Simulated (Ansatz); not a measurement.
SrGeP2O8 in space group C2/m (No. 12; Pearson symbol mS24), LDA in the plane-wave PAW code Ansatz, all energies at zero smearing, with the estimated change up to a 700 eV cutoff added, with one set of potentials and settings (totals compare only within such a set). Cell of 12 atoms (1 Sr, 1 Ge, 2 P, 8 O): -13563.157 eV.

```csv
element,reference phase,E (eV/atom)
Sr,"Fm-3m, 1 atoms in the cell",-3444.3169
Ge,"Fd-3m, 2 atoms in the cell",-4215.7216
P,"Cmce, 4 atoms in the cell",-725.9596
O,"C2/m, 4 atoms in the cell, spin-polarised",-552.6518
```

Formation energy per atom, worked out: (-13563.157 − 1×(-3444.3169) − 1×(-4215.7216) − 2×(-725.9596) − 8×(-552.6518))/12 = -2.499 eV/atom (-241 kJ per mol of atoms), at 0 K, without zero-point energy or fitted corrections.

The workflow started from a Materials Project entry (that database holds measured and hypothetical structures alike); the Crystallography Open Database files this formula in space group No. 12, but the cells were not matched. Whether it is the stable phase at ambient conditions was not checked. The cell was relaxed with LDA under the symmetry of its start; of distortions, only those at the zone centre were tested. The references are the lowest solids computed at this level, not always the standard phases (solids in place of the gases).

Potentials: the later of the program's two PAW sets.
